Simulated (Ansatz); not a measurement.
Input:

Nb₂N:
```
Nb2N
1.0
    3.09918     0.00000     0.00000
   -1.54959     2.68397     0.00000
    0.00000     0.00000     4.76902
Nb N
2 1
Direct
  0.66667   0.33333   0.25419
  0.33333   0.66667   0.74581
  0.00000   0.00000   0.50000
```

This is the LDA-relaxed structure. Tensor components refer to the Cartesian frame of this cell.

### Question
All from the program Ansatz at the LDA level (PAW), unless another level is named. Give the Debye temperature from the elastic constants.

### Answer
540 K.

### Question
Next, the highest zone-centre frequency?

### Answer
558 cm^-1.

### Question
Predict the elastic constants (relaxed ions, GPa).

### Answer
C11 = 454, C12 = 119, C13 = 188, C14 = -37.2, C33 = 434, C44 = 102.

Space group P-3m1 (anti-CdI2 type). The workflow started from a Materials Project entry (that database holds measured and hypothetical structures alike); the Crystallography Open Database copy checked does not list it. Its standing as an ambient phase is unchecked. The cell was relaxed with LDA under the symmetry of its start; of distortions, only those at the zone centre were tested. The run is not spin-polarised. With an odd number of electrons in the cell and no spin polarisation, the count alone makes it a metal. As this level gives no gap, shear constants depend on the k-mesh and smearing (Fermi–Dirac, 0.1 eV here). As this level gives no gap, phonon frequencies hold no LO–TO term and depend on the k-mesh and smearing (Fermi–Dirac, 0.1 eV here).

Potentials: the later of the program's two PAW sets.
